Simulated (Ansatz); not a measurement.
RbGeCl3 in space group P2_1/m (No. 11; Rb on 2e, Ge on 2e, Cl on 2e, Cl on 4f), plane-wave PAW r²SCAN (Ansatz code). The conduction-band minimum lies on the A–E line, 41 % of the way from A, with 2 equivalent valleys. Second derivatives d²E/dk² of the lowest band at one valley (eV·Å²), along Cartesian directions:

```tsv
direction	d²E/dk²
[100]	11.35
[010]	5.452
[001]	3.298
[110]	8.427
[101]	8.892
[011]	4.379
```

Problem. Find the principal effective masses, the density-of-states mass and the conductivity mass.

Solution. Off-diagonal terms follow from H_xy = H[110] − (H_xx + H_yy)/2, and m*/mₑ = 7.620 eV·Å² over each eigenvalue: 0.65, 1.4, 2.5. One valley's DOS mass (m₁m₂m₃)^(1/3) = 1.3, conductivity mass 3/(Σ 1/mᵢ) = 1.1 mₑ.

Problem. What effective density of states Nc follows at 300 K for parabolic valleys?

Solution. Nc = 2.509e19 × 2 × (1.3)^(3/2) ≈ 7.4e19 cm⁻³.

The workflow started from a Materials Project entry (that database holds measured and hypothetical structures alike); the Crystallography Open Database files this formula in space group No. 11, but the cells were not matched. Whether it is the stable phase at ambient conditions was not checked. The cell was relaxed with r²SCAN under the symmetry of its start; whether a distortion lowers the energy is not shown. Scalar-relativistic: spin–orbit coupling is off unless named, which matters more the heavier the elements.

Potentials: the later of the program's two PAW sets.

Edges and masses are those of Kohn–Sham bands, whose gap is no quasiparticle gap.
